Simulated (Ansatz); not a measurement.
Harmonic vibrational thermodynamics of InAs (zinc blende, F-43m) at fixed volume, DFT-r²SCAN in the program Ansatz with PAW potentials. The rows extrapolate the 0 K crystal and know nothing of melting or changes of phase.

```
T (K)  F_vib (meV/atom)  S (J/K per mol of atoms)  C_V (J/K per mol of atoms)
-----  ----------------  ------------------------  --------------------------
50                 25.9                       6.1                         9.3
100                   ?                      15.3                           ?
200                -3.2                      29.2                        22.4
300               -38.7                         ?                           ?
400               -82.4                      45.5                        24.3
600                   ?                         ?                        24.6
800              -310.3                      62.5                        24.8
1000             -445.9                      68.1                        24.8
```

Problem. What belongs in the gaps?

Solution. 
- 300, C_V (J/K per mol of atoms): 23.8
- 300, S (J/K per mol of atoms): 38.6
- 600, S (J/K per mol of atoms): 55.4
- 600, F_vib (meV/atom): -187.7
- 100, C_V (J/K per mol of atoms): 17.1
- 100, F_vib (meV/atom): 20.3

The r²SCAN relaxation kept the symmetry of its start; phonons on a q-mesh show no instability. Scalar-relativistic: spin–orbit coupling is off unless named, which matters more the heavier the elements.

Potentials: the earlier of the program's two PAW sets.
